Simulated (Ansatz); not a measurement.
Ge₂Os, first-principles data

Ge2Os:
```cif
data_Ge4Os2
_chemical_formula_sum 'Ge4 Os2'
_space_group_name_H-M_alt 'P 1'
_space_group_IT_number 1
_cell_length_a 6.34086
_cell_length_b 5.44135
_cell_length_c 4.59346
_cell_angle_alpha 77.873
_cell_angle_beta 57.034
_cell_angle_gamma 45.093
loop_
_space_group_symop_operation_xyz
  'x, y, z'
loop_
_atom_site_label
_atom_site_type_symbol
_atom_site_fract_x
_atom_site_fract_y
_atom_site_fract_z
_atom_site_occupancy
Ge1 Ge 0.66968 0.33032 0.66968 1
Ge2 Ge 0.33032 0.66968 0.33032 1
Ge3 Ge 0.58032 0.91968 0.58032 1
Ge4 Ge 0.91968 0.58032 0.91968 1
Os1 Os 0.00000 0.00000 0.00000 1
Os2 Os 0.25000 0.25000 0.25000 1
```

Space group Fddd (No. 70); conventional cell a = 4.583 Å, b = 7.962 Å, c = 9.871 Å, α = β = γ = 90.00°.

Method: the program Ansatz at the PBEsol level (PAW). Geometry: relaxed at this level of theory. Other levels are named where they apply.

### Cell and energy

- Volume per atom: 15.01 Å³
- Density: 12.37 g/cm³
- Formation energy from the elements (no fitted shifts): 0.36 eV/atom

### Electronic structure

Electronic character: metallic (no gap)
Density of states at the Fermi level: 0.83 states/eV per atom (mean over ±0.08 eV)

### Mechanics

Bulk modulus (Birch–Murnaghan fit): 168 GPa
Pressure derivative B′: 5.2

The cell is a constructed one: a structure type filled with these elements; neither database checked (COD, Materials Project) lists it. Whether it is the stable phase at ambient conditions was not checked. The PBEsol relaxation kept the symmetry of its start; its stability against distortions is not shown here. No spin polarisation was allowed. The references are the lowest solids computed at this level, not always the standard phases. Spin–orbit coupling is left out wherever it is not named.

Potentials: the earlier of the program's two PAW sets. The files were generated under PBE; for other functionals the program regenerates the frozen cores, and for LDA and PBEsol the local potential too.
